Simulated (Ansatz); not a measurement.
Random displacements in AlGa$_{3}$N$_{4}$

Method: DFT LDA, scalar-relativistic, plane waves, PAW in Ansatz. Settings: plane waves to 420 eV, k-mesh 6×6×6 (Γ-centred), Gaussian smearing 0.05 eV. No spin polarisation. Energies are free energies at this smearing, counted from the undisturbed cell; pressure is positive in compression.

Zero of the scan (as given, not relaxed at this level, and it needn't be the usual structure):

```
Al Ga N
1.0
     4.47169    0.00000    0.00000
     0.00000    4.47169    0.00000
     0.00000    0.00000    4.47169
Al Ga N
1 3 4
Direct
  0.00000 0.00000 0.00000
  0.50000 0.50000 0.00000
  0.50000 0.00000 0.50000
  0.00000 0.50000 0.50000
  0.75571 0.75571 0.24429
  0.75571 0.24429 0.75571
  0.24429 0.75571 0.75571
  0.24429 0.24429 0.24429
```

After a displacement of all atoms with no net shift, the run gives ΔE = 270.2 meV/atom; stress (xx, yy, zz, yz, xz, xy; compression positive) (4.42, 3.13, -2.52, -2.13, 4.49, -8.35) GPa; gap on the mesh 1.53 eV.

```csv
atom,Fx (eV/Å),Fy,Fz
Al1,-1.776,1.090,5.831
Ga2,3.146,-3.434,4.254
Ga3,-0.327,0.471,-3.460
Ga4,1.001,-2.587,-0.519
N5,-1.582,2.198,-1.870
N6,-0.569,2.920,-0.953
N7,0.130,-1.276,-3.609
N8,-0.023,0.619,0.325
```

Question: Which displacements (Å, in the unstrained cell) and strain were applied?

Answer:
| atom | ux | uy | uz |
| --- | --- | --- | --- |
| Al1 | 0.09 | 0.06 | -0.20 |
| Ga2 | -0.14 | 0.11 | -0.13 |
| Ga3 | 0.07 | -0.04 | 0.11 |
| Ga4 | -0.04 | 0.07 | 0.03 |
| N5 | 0.02 | -0.13 | 0.07 |
| N6 | -0.03 | -0.09 | 0.06 |
| N7 | -0.01 | 0.07 | 0.06 |
| N8 | 0.02 | -0.03 | -0.01 |
The cell is not strained.

Cost: 1 run of about 0.87 core-minutes, on AMD EPYC 7R43 (Zen 3) (shared hosts).